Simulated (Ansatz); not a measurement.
Given:

Mg3Ir:
```yaml
crystal:
  lattice:
    - [4.54872, 0.00000, 0.00000]
    - [-2.27436, 3.93930, 0.00000]
    - [0.00000, 0.00000, 8.21512]
  atoms:
    - { symbol: Mg, position: [0.33333, 0.66667, 0.57793] }
    - { symbol: Mg, position: [0.66667, 0.33333, 0.07793] }
    - { symbol: Mg, position: [0.33333, 0.66667, 0.92207] }
    - { symbol: Mg, position: [0.66667, 0.33333, 0.42207] }
    - { symbol: Mg, position: [0.00000, 0.00000, 0.25000] }
    - { symbol: Mg, position: [0.00000, 0.00000, 0.75000] }
    - { symbol: Ir, position: [0.33333, 0.66667, 0.25000] }
    - { symbol: Ir, position: [0.66667, 0.33333, 0.75000] }
```

This is the r²SCAN-relaxed structure.

Question: All from plane-wave PAW r²SCAN (Ansatz code), unless another level is named. Give the density of states at the Fermi level.

Answer: 0.33 states/eV per atom (mean over ±0.08 eV).

Question: What about the formation energy from the elements (no fitted shifts)?

Answer: -0.34 eV/atom.

Question: And the gap with spin–orbit coupling?

Answer: none (metallic).

Space group P6_3/mmc. The workflow started from an entry of the Crystallography Open Database (COD). Its standing as an ambient phase is unchecked. Symmetry was held in the r²SCAN relaxation; whether a distortion lowers the energy is not shown. No spin polarisation was allowed. The references are the lowest solids computed at this level, not always the standard phases. Spin–orbit coupling is left out wherever it is not named.

Potentials: the later of the program's two PAW sets.
